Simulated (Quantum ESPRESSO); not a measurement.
Ga3GeO5N, one run as intended and one with a planted mistake

A calculation, not a measurement. The program is pw.x of Quantum ESPRESSO 7.5 (plane-wave density functional theory). The cell is made up: 10 atoms on a corundum lattice, with randomly drawn elements, strain and displacements, not relaxed. PseudoDojo standard norm-conserving files (v0.5 for PBE, v0.4.1 for LDA and PBEsol) set the functional; there is no spin polarisation, spin-orbit coupling or dispersion term, and the masses in the input are unused placeholders.

Intended input:

```
&control calculation='scf', pseudo_dir='./dojo.nc.sr.pbe.v0_5.standard.upf', outdir='./o', disk_io='medium', tprnfor=.true., tstress=.true. /
&system ibrav=0, nat=10, ntyp=4, nbnd=50, ecutwfc=84.00895049, nosym=.true., tot_charge=0,
 occupations='smearing', smearing='fd', degauss=0.0018374661
/
&electrons conv_thr=7.350e-09, electron_maxstep=60, /
ATOMIC_SPECIES
Ga 1.0 Ga.upf
Ge 1.0 Ge.upf
N 1.0 N.upf
O 1.0 O.upf
CELL_PARAMETERS angstrom
2.5823 1.4909 4.6373
-2.5823 1.4909 4.6373
0.0 -2.9818 4.6373
ATOMIC_POSITIONS angstrom
Ga 0.0062 0.0514 4.9709
Ga 0.0282 0.0357 2.0161
Ga -0.095 0.1269 8.9538
Ge 0.0481 0.0427 11.8302
O -0.9675 1.5646 8.0681
O -0.8345 -1.5047 8.0442
O 1.8015 0.2225 8.0867
O 0.9495 -1.6686 5.7897
O 0.7666 1.7321 5.7673
N -1.7951 -0.2108 5.6756
K_POINTS automatic
5 5 5 1 1 1
```

The log is shortened where brackets say so; the opening notice, blank lines, dates and the lines on written files are dropped, and the path of the files is cut. It prints rydbergs, bohrs and kilobars, and counts compression as positive stress. Where no state is partly filled, the Fermi energy that it prints is only some level between the filled and the empty states on the mesh, and need not lie in the true gap.

Log of the intended run:

```
     Program PWSCF v.7.5
     Parallel version (MPI & OpenMP), running on       1 processor cores
     Number of MPI processes:                 1
     Threads/MPI process:                     1
     [start-up lines left out]
     bravais-lattice index     =            0
     lattice parameter (alat)  =      10.4185  a.u.
     unit-cell volume          =     722.8834 (a.u.)^3
     number of atoms/cell      =           10
     number of atomic types    =            4
     number of electrons       =        88.00
     number of Kohn-Sham states=           50
     kinetic-energy cutoff     =      84.0090  Ry
     charge density cutoff     =     336.0358  Ry
     scf convergence threshold =      7.3E-09
     mixing beta               =       0.7000
     number of iterations used =            8  plain     mixing
     Exchange-correlation= PBE
                           (   1   4   3   4   0   0   0)
     [axes and pseudopotential details left out]
   Cartesian axes
     site n.     atom                  positions (alat units)
         1        Ga     tau(   1) = (   0.0011246   0.0093230   0.9016326  )
         2        Ga     tau(   2) = (   0.0051150   0.0064753   0.3656846  )
         3        Ga     tau(   3) = (  -0.0172313   0.0230174   1.6240596  )
         4        Ge     tau(   4) = (   0.0087245   0.0077450   2.1457873  )
         5        O      tau(   5) = (  -0.1754872   0.2837905   1.4634095  )
         6        O      tau(   6) = (  -0.1513634  -0.2729257   1.4590744  )
         7        O      tau(   7) = (   0.3267600   0.0403575   1.4667832  )
         8        O      tau(   8) = (   0.1722224  -0.3026543   1.0501483  )
         9        O      tau(   9) = (   0.1390476   0.3141721   1.0460854  )
        10        N      tau(  10) = (  -0.3255991  -0.0382354   1.0294526  )
     number of k points=    63  Fermi-Dirac smearing, width (Ry)=  0.0018
                       cart. coord. in units 2pi/alat
        k(    1) = (   0.0000000   0.0000000   0.1188886), wk =   0.0320000
        k(    2) = (   0.0000000  -0.2465277   0.1981477), wk =   0.0320000
     [further k points left out]
     Dense  grid:    75225 G-vectors     FFT dimensions: (  64,  64,  64)
     Estimated max dynamical RAM per process >     119.28 MB
     Initial potential from superposition of free atoms
     starting charge      87.9911, renormalised to      88.0000
     Starting wfcs are   60 randomized atomic wfcs
     total cpu time spent up to now is       27.9 secs
     per-process dynamical memory:    70.9 Mb
     Self-consistent Calculation
     iteration #  1     ecut=    84.01 Ry     beta= 0.70
     Davidson diagonalization with overlap
     ethr =  1.00E-02,  avg # of iterations =  2.3
     total cpu time spent up to now is       89.0 secs
     total energy              =    -822.61116530 Ry
     estimated scf accuracy    <       2.35052414 Ry
     iteration #  2     ecut=    84.01 Ry     beta= 0.70
     Davidson diagonalization with overlap
     ethr =  2.67E-03,  avg # of iterations =  3.0
     total cpu time spent up to now is      153.0 secs
     total energy              =    -823.22918622 Ry
     estimated scf accuracy    <       2.73086826 Ry
     [iterations 3 to 11 left out]
     iteration # 12     ecut=    84.01 Ry     beta= 0.70
     Davidson diagonalization with overlap
     ethr =  4.09E-11,  avg # of iterations =  3.6
     total cpu time spent up to now is      795.4 secs
     total energy              =    -823.73330538 Ry
     estimated scf accuracy    <       0.00000004 Ry
     iteration # 13     ecut=    84.01 Ry     beta= 0.70
     Davidson diagonalization with overlap
     ethr =  4.09E-11,  avg # of iterations =  2.0
     total cpu time spent up to now is      851.3 secs
     End of self-consistent calculation
     [lines on levels left out]
     the Fermi energy is    10.3465 ev
!    total energy              =    -823.73330538 Ry
     estimated scf accuracy    <          5.0E-09 Ry
     smearing contrib. (-TS)   =      -0.00000000 Ry
     internal energy E=F+TS    =    -823.73330538 Ry
     The total energy is F=E-TS. E is the sum of the following terms:
     one-electron contribution =    -256.43073401 Ry
     hartree contribution      =     205.82158344 Ry
     xc contribution           =    -217.53555229 Ry
     ewald contribution        =    -555.58860252 Ry
     convergence has been achieved in  13 iterations
     Forces acting on atoms (cartesian axes, Ry/au):
     atom    1 type  1   force =    -0.03131541   -0.01037140    0.03336225
     atom    2 type  1   force =    -0.03712270   -0.09197998   -0.01996528
     atom    3 type  1   force =     0.05444818   -0.02366578    0.01771822
     atom    4 type  2   force =     0.01235371    0.04364043   -0.04910292
     atom    5 type  4   force =    -0.02509180    0.04257591   -0.01574828
     atom    6 type  4   force =     0.00582418   -0.01211019    0.01570101
     atom    7 type  4   force =     0.02097255   -0.04425283   -0.03637349
     atom    8 type  4   force =     0.05763809    0.11811819   -0.03079321
     atom    9 type  4   force =     0.00080416   -0.05759031    0.01166459
     atom   10 type  3   force =    -0.05851096    0.03563596    0.07353710
     Total force =     0.243640     Total SCF correction =     0.000127
     Computing stress (Cartesian axis) and pressure
          total   stress  (Ry/bohr**3)                   (kbar)     P=      -74.97
  -0.00048716  -0.00025048   0.00009173          -71.66      -36.85       13.49
  -0.00025048  -0.00061820  -0.00023559          -36.85      -90.94      -34.66
   0.00009173  -0.00023559  -0.00042357           13.49      -34.66      -62.31
     init_run     :     26.37s CPU     27.84s WALL (       1 calls)
     electrons    :    810.02s CPU    823.41s WALL (       1 calls)
     forces       :      7.36s CPU      7.46s WALL (       1 calls)
     stress       :     23.20s CPU     23.33s WALL (       1 calls)
     [timing details left out]
     PWSCF        :  14m27.29s CPU  14m42.95s WALL
     JOB DONE.
```

A second run has one planted mistake: the k-point mesh is too coarse. The input lines that differ, file-writing options aside:

```
- 5 5 5 1 1 1
+ 2 2 2 1 1 1
```

Its log:

```
     Program PWSCF v.7.5
     Parallel version (MPI & OpenMP), running on       1 processor cores
     Number of MPI processes:                 1
     Threads/MPI process:                     1
     [start-up lines left out]
     bravais-lattice index     =            0
     lattice parameter (alat)  =      10.4185  a.u.
     unit-cell volume          =     722.8834 (a.u.)^3
     number of atoms/cell      =           10
     number of atomic types    =            4
     number of electrons       =        88.00
     number of Kohn-Sham states=           50
     kinetic-energy cutoff     =      84.0090  Ry
     charge density cutoff     =     336.0358  Ry
     scf convergence threshold =      7.3E-09
     mixing beta               =       0.7000
     number of iterations used =            8  plain     mixing
     Exchange-correlation= PBE
                           (   1   4   3   4   0   0   0)
     [axes and pseudopotential details left out]
   Cartesian axes
     site n.     atom                  positions (alat units)
         1        Ga     tau(   1) = (   0.0011246   0.0093230   0.9016326  )
         2        Ga     tau(   2) = (   0.0051150   0.0064753   0.3656846  )
         3        Ga     tau(   3) = (  -0.0172313   0.0230174   1.6240596  )
         4        Ge     tau(   4) = (   0.0087245   0.0077450   2.1457873  )
         5        O      tau(   5) = (  -0.1754872   0.2837905   1.4634095  )
         6        O      tau(   6) = (  -0.1513634  -0.2729257   1.4590744  )
         7        O      tau(   7) = (   0.3267600   0.0403575   1.4667832  )
         8        O      tau(   8) = (   0.1722224  -0.3026543   1.0501483  )
         9        O      tau(   9) = (   0.1390476   0.3141721   1.0460854  )
        10        N      tau(  10) = (  -0.3255991  -0.0382354   1.0294526  )
     number of k points=     4  Fermi-Dirac smearing, width (Ry)=  0.0018
                       cart. coord. in units 2pi/alat
        k(    1) = (   0.0000000   0.0000000   0.2972215), wk =   0.5000000
        k(    2) = (   0.0000000   0.6163191   0.0990738), wk =   0.5000000
     [further k points left out]
     Dense  grid:    75225 G-vectors     FFT dimensions: (  64,  64,  64)
     Estimated max dynamical RAM per process >     119.28 MB
     Initial potential from superposition of free atoms
     starting charge      87.9911, renormalised to      88.0000
     Starting wfcs are   60 randomized atomic wfcs
     total cpu time spent up to now is        3.5 secs
     per-process dynamical memory:    68.6 Mb
     Self-consistent Calculation
     iteration #  1     ecut=    84.01 Ry     beta= 0.70
     Davidson diagonalization with overlap
     ethr =  1.00E-02,  avg # of iterations =  2.2
     total cpu time spent up to now is        7.4 secs
     total energy              =    -822.60526115 Ry
     estimated scf accuracy    <       2.35635662 Ry
     iteration #  2     ecut=    84.01 Ry     beta= 0.70
     Davidson diagonalization with overlap
     ethr =  2.68E-03,  avg # of iterations =  3.0
     total cpu time spent up to now is       11.5 secs
     total energy              =    -823.21800585 Ry
     estimated scf accuracy    <       2.75016997 Ry
     [iterations 3 to 11 left out]
     iteration # 12     ecut=    84.01 Ry     beta= 0.70
     Davidson diagonalization with overlap
     ethr =  1.13E-10,  avg # of iterations =  3.0
     total cpu time spent up to now is       47.1 secs
     total energy              =    -823.73035764 Ry
     estimated scf accuracy    <       0.00000005 Ry
     iteration # 13     ecut=    84.01 Ry     beta= 0.70
     Davidson diagonalization with overlap
     ethr =  6.06E-11,  avg # of iterations =  2.0
     total cpu time spent up to now is       50.5 secs
     End of self-consistent calculation
     [lines on levels left out]
     the Fermi energy is    10.7126 ev
!    total energy              =    -823.73035765 Ry
     estimated scf accuracy    <          4.8E-09 Ry
     smearing contrib. (-TS)   =      -0.00000000 Ry
     internal energy E=F+TS    =    -823.73035765 Ry
     The total energy is F=E-TS. E is the sum of the following terms:
     one-electron contribution =    -256.44885273 Ry
     hartree contribution      =     205.84875383 Ry
     xc contribution           =    -217.54165623 Ry
     ewald contribution        =    -555.58860252 Ry
     convergence has been achieved in  13 iterations
     Forces acting on atoms (cartesian axes, Ry/au):
     atom    1 type  1   force =    -0.03153439   -0.01027807    0.03356170
     atom    2 type  1   force =    -0.03721157   -0.09084756   -0.02051373
     atom    3 type  1   force =     0.05395354   -0.02490210    0.01813605
     atom    4 type  2   force =     0.01245761    0.04213312   -0.04933841
     atom    5 type  4   force =    -0.02468539    0.04322124   -0.01565576
     atom    6 type  4   force =     0.00610883   -0.01136054    0.01553752
     atom    7 type  4   force =     0.02156369   -0.04169922   -0.03504322
     atom    8 type  4   force =     0.05518873    0.11908592   -0.02977791
     atom    9 type  4   force =     0.00134901   -0.06038777    0.01165494
     atom   10 type  3   force =    -0.05719007    0.03503498    0.07143882
     Total force =     0.242017     Total SCF correction =     0.000121
     Computing stress (Cartesian axis) and pressure
          total   stress  (Ry/bohr**3)                   (kbar)     P=      -74.54
  -0.00046981  -0.00025713   0.00009099          -69.11      -37.82       13.38
  -0.00025713  -0.00059585  -0.00023729          -37.82      -87.65      -34.91
   0.00009099  -0.00023729  -0.00045445           13.38      -34.91      -66.85
     init_run     :      3.21s CPU      3.36s WALL (       1 calls)
     electrons    :     46.02s CPU     47.05s WALL (       1 calls)
     forces       :      0.64s CPU      0.64s WALL (       1 calls)
     stress       :      2.22s CPU      2.25s WALL (       1 calls)
     [timing details left out]
     PWSCF        :     52.22s CPU     53.51s WALL
     JOB DONE.
```

```
                                            intended run  run with the mistake
                          free energy (eV)    -11207.463            -11207.422
                    smearing term -TS (eV)        0.0000                0.0000
                            pressure (GPa)         -7.50                 -7.45
            largest force component (eV/Å)         3.037                 3.062
largest change of a force component (eV/Å)                               0.072
                                iterations            13                    13
```

For scale, a rerun of the intended cell at 1437 eV and a 7 x 7 x 7 mesh moved values by no more than 0.004 eV in energy, 0.04 GPa in stress and 0.002 eV/Å in force.